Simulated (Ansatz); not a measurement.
Input:

SrZrO3:
```cif
data_O12Sr4Zr4
_chemical_formula_sum 'Sr4 Zr4 O12'
_space_group_name_H-M_alt 'I4/mcm'
_space_group_IT_number 140
_space_group_name_Hall '-I 4 2c'
_cell_length_a 5.73645
_cell_length_b 5.73645
_cell_length_c 8.32363
_cell_angle_alpha 90.000
_cell_angle_beta 90.000
_cell_angle_gamma 90.000
loop_
_atom_site_label
_atom_site_type_symbol
_atom_site_symmetry_multiplicity
_atom_site_Wyckoff_symbol
_atom_site_fract_x
_atom_site_fract_y
_atom_site_fract_z
_atom_site_occupancy
Sr1 Sr 4 b 0.00000 0.50000 0.25000 1
Zr1 Zr 4 c 0.00000 0.00000 0.00000 1
O1 O 8 h 0.18934 0.31066 0.00000 1
O2 O 4 a 0.00000 0.00000 0.25000 1
```
(The calculation used a cell of 10 atoms; values per cell refer to that cell.)

This is the PBEsol-relaxed structure.

**Question.** All from PBEsol (plane waves, PAW; program Ansatz), unless another level is named. Predict the electronic dielectric constant ε∞ (DFPT).

**Answer.** 4.63 (xx = yy), 4.77 (zz).

**Question.** Next, the Born charges (a third of the trace)?

**Answer.** Sr +2.51, Zr +5.93, O -2.82 to -2.80 e.

The first step of the workflow began from a Materials Project structure, measured or hypothetical; the Crystallography Open Database copy checked does not list it. COD files the formula under space group No. 62, 63, 221. Its standing as an ambient phase is unchecked. The cell was relaxed with PBEsol under the symmetry of its start. At this level the phase is dynamically unstable (imaginary phonons). The run is not spin-polarised. Scalar-relativistic: spin–orbit coupling is off unless named, which matters more the heavier the elements.

Potentials: the later of the program's two PAW sets.
